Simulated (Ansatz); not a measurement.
SiO2:
```cif
data_O6Si3
_chemical_formula_sum 'Si3 O6'
_space_group_name_H-M_alt 'P 1'
_space_group_IT_number 1
_cell_length_a 4.94791
_cell_length_b 4.94791
_cell_length_c 5.44078
_cell_angle_alpha 90.000
_cell_angle_beta 90.000
_cell_angle_gamma 120.000
loop_
_space_group_symop_operation_xyz
  'x, y, z'
loop_
_atom_site_label
_atom_site_type_symbol
_atom_site_fract_x
_atom_site_fract_y
_atom_site_fract_z
_atom_site_occupancy
Si1 Si 0.47032 0.00000 0.66667 1
Si2 Si 0.00000 0.47032 0.33333 1
Si3 Si 0.52968 0.52968 0.00000 1
O1 O 0.41252 0.26699 0.78548 1
O2 O 0.73301 0.14554 0.45215 1
O3 O 0.85446 0.58748 0.11882 1
O4 O 0.26699 0.41252 0.21452 1
O5 O 0.14554 0.73301 0.54785 1
O6 O 0.58748 0.85446 0.88118 1
```

Relaxed with PBEsol.

Question: Decompose the optical modes at the zone centre into irreducible representations, and say which are infrared and Raman allowed.

Answer: Point group 32: Γ_opt = 4A1 + 4A2 + 8E. Infrared: A2, E. Raman: A1, E.

Question: Assign frequencies (DFPT, plane-wave PAW PBEsol (Ansatz code); without the LO–TO term).

Answer: E 121, A1 197, E 249, A1 336, A2 341, E 371, E 421, A1 441, A2 466, E 674, A2 756, E 775, E 1044, A2 1051, A1 1060, E 1134 cm⁻¹.

Space group P3_221. Symmetry was held in the PBEsol relaxation.

Potentials: the later of the program's two PAW sets.
